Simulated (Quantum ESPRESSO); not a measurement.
**Ag₄Br₃Cl (changed cell): magnetic shieldings**

```yaml
crystal:
  lattice:
    - [5.79427, 0.00000, 0.00000]
    - [0.00000, 5.79427, 0.00000]
    - [0.00000, 0.00000, 5.79427]
  atoms:
    - { symbol: Ag, position: [0.00000, 0.00000, 0.00000] }
    - { symbol: Cl, position: [0.50000, 0.00000, 0.00000] }
    - { symbol: Ag, position: [0.00000, 0.50000, 0.50000] }
    - { symbol: Br, position: [0.50000, 0.50000, 0.50000] }
    - { symbol: Ag, position: [0.50000, 0.00000, 0.50000] }
    - { symbol: Br, position: [0.00000, 0.00000, 0.50000] }
    - { symbol: Ag, position: [0.50000, 0.50000, 0.00000] }
    - { symbol: Br, position: [0.00000, 0.50000, 0.00000] }
```
The cell was made here from a computed Materials Project entry: one of 4 Br replaced by Cl, cell and atoms relaxed (PBE without dispersion, pw.x of a modified build of Quantum ESPRESSO, symmetry kept). The parent is AgBr in Fm-3m. The swapped cell is a model, not a known phase. Stability against distortions was not tested. The run has no spin polarisation.

Shieldings are absolute and leave out the bulk-susceptibility term; a larger σ means a smaller chemical shift. By our sweeps, such settings leave a few ppm in absolute σ on light atoms and up to some 20 ppm from Zn on. No spin–orbit coupling; Ag is the heaviest element present. No d partial waves on Cl, Br: the paramagnetic term there is incompletely reconstructed. The band gap at this level is small, which makes the paramagnetic part of σ large and sensitive to the functional. Static lattice: thermal averaging is not included.

Ω = σ33 − σ11 of the symmetric part; where symmetry doesn't make it nil, it is less certain than σ_iso.

What do the calculations give at each independent site (shieldings by PBE GIPAW on JTH datasets (Quantum ESPRESSO), 25 Ha, k-mesh 5×5×5 shifted, f-sum rule met within 0.004 %)?


```json
[
 {"site": "Ag1 (atoms 1, 5, 7)", "site symmetry": "4/mmm", "σ_iso (ppm)": "3459", "span Ω (ppm)": "120"},
 {"site": "Cl (atom 2)", "site symmetry": "m-3m", "σ_iso (ppm)": "794", "span Ω (ppm)": "0"},
 {"site": "Ag2 (atom 3)", "site symmetry": "m-3m", "σ_iso (ppm)": "3374", "span Ω (ppm)": "0"},
 {"site": "Br (atoms 4, 6, 8)", "site symmetry": "4/mmm", "σ_iso (ppm)": "2525", "span Ω (ppm)": "149"}
]
```
